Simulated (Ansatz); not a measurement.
SiGe:
```
SiGe
1.0
    3.90074     0.00000     0.00000
   -1.95037     3.37814     0.00000
    0.00000     0.00000     6.44222
Si Ge
2 2
Cartesian
  1.95037   1.12605   5.63408
  0.00000   2.25209   2.41297
  1.95037   1.12605   3.22397
  0.00000   2.25209   0.00286
```

Cartesian axes are those of the cell as given.

Task: Give the high-frequency dielectric tensor and the Born effective charge tensors of the independent atoms from DFPT, DFT-PBEsol in the program Ansatz with PAW potentials.

Result: 
ε∞:
```
14.1  0.00  0.00
0.00  14.1  0.00
0.00  0.00  15.3
```
Z* of atom 1 (Si), rows: field, columns: displacement, in e:
```
0.14  0.00  0.00
0.00  0.14  0.00
0.00  0.00  0.16
```
Z* of atom 3 (Ge), rows: field, columns: displacement, in e:
```
-0.14   0.00   0.00
 0.00  -0.14   0.00
 0.00   0.00  -0.16
```

Space group P6_3mc (wurtzite). The workflow started from a Materials Project entry (that database holds measured and hypothetical structures alike); the Crystallography Open Database copy checked does not list it. Whether it is the stable phase at ambient conditions was not checked. The PBEsol relaxation kept the symmetry of its start; whether a distortion lowers the energy is not shown. Scalar-relativistic: spin–orbit coupling is off unless named, which matters more the heavier the elements.

Potentials: the earlier of the program's two PAW sets. The files were generated under PBE; for other functionals the program regenerates the frozen cores, and for LDA and PBEsol the local potential too.
